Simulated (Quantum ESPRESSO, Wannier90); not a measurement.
Wannier functions of SrTiO3 (cubic perovskite)

```yaml
crystal:
  lattice:
    - [3.91270, 0.00000, 0.00000]
    - [0.00000, 3.91270, 0.00000]
    - [0.00000, 0.00000, 3.91270]
  atoms:
    - { symbol: Sr, position: [0.00000, 0.00000, 0.00000] }
    - { symbol: Ti, position: [0.50000, 0.50000, 0.50000] }
    - { symbol: O, position: [0.50000, 0.00000, 0.50000] }
    - { symbol: O, position: [0.00000, 0.50000, 0.50000] }
    - { symbol: O, position: [0.50000, 0.50000, 0.00000] }
```

Materials Project entry mp-5229; symmetrised, unrelaxed at this level. COD (Crystallography Open Database) records the formula in this space group. Ideal cubic forms of this type are often high-temperature phases that distort on cooling; symmetry holds the cell here, and its stability was not tested. Level: PBEsol, spinors with spin-orbit coupling; pw.x of Quantum ESPRESSO at 68 Ry with PseudoDojo potentials, 6×6×6 k-points, Wannier90. Density: 8×8×8 mesh, cold smearing 0.01 Ry.

The plane-wave run has 76 bands and 40 electrons a cell. On the energy scale of pw.x, whose zero is arbitrary, the valence-band maximum lies at 9.84 eV.

Isolated groups of bands, relative to the valence-band maximum (bands from 41 on overlap up to the last one computed):

```
bands  from (eV)  to (eV)  filling            weight on atomic waves
-----  ---------  -------  -------  --------------------------------
1–2       -56.16   -56.16   filled                        Ti 3s 96 %
3–4       -33.05   -32.99   filled                        Ti 3p 97 %
5–10      -32.59   -32.33   filled            Ti 3p 65 %, Sr 4s 32 %
11–16     -17.53   -15.92   filled  O 2s 75 %, Sr 4p 11 %, Ti 3d 5 %
17–18     -15.63   -14.94   filled             Sr 4p 81 %, O 2s 16 %
19–22     -14.54   -13.82   filled              Sr 4p 89 %, O 2s 9 %
23–40      -4.68     0.00   filled             O 2p 83 %, Ti 3d 11 %
```

Input w.win, without the blocks of cell, atoms and k-points (216 lines):

```
num_bands = 54
num_wann = 28
exclude_bands = 1-22
spinors = true
num_iter = 400
conv_tol = 1.0e-6
conv_window = 4
dis_num_iter = 600
dis_conv_tol = 1.0e-6
dis_froz_max = 17.17
write_hr = true
write_u_matrices = true
begin projections
f=0.49568,0.50871,0.50829: d
f=0.49929,-0.01261,0.50196: p
f=0.00571,0.50945,0.50644: p
f=0.51139,0.50370,0.00446: p
end projections
mp_grid = 6 6 6
```

wannier90.x stops with:
```
dis_windows: More states in the frozen window than target WFs
```
At some k-point more bands lie below dis_froz_max than there are Wannier functions, and every frozen state has to fit into the subspace. Mended as below, all else unchanged, the run goes through (Ω_I = 23.5 Å²) and follows the plane-wave bands to 1.1 meV rms (states up to 2.8 eV relative to the valence-band maximum).
```
dis_froz_max = 13.17
```
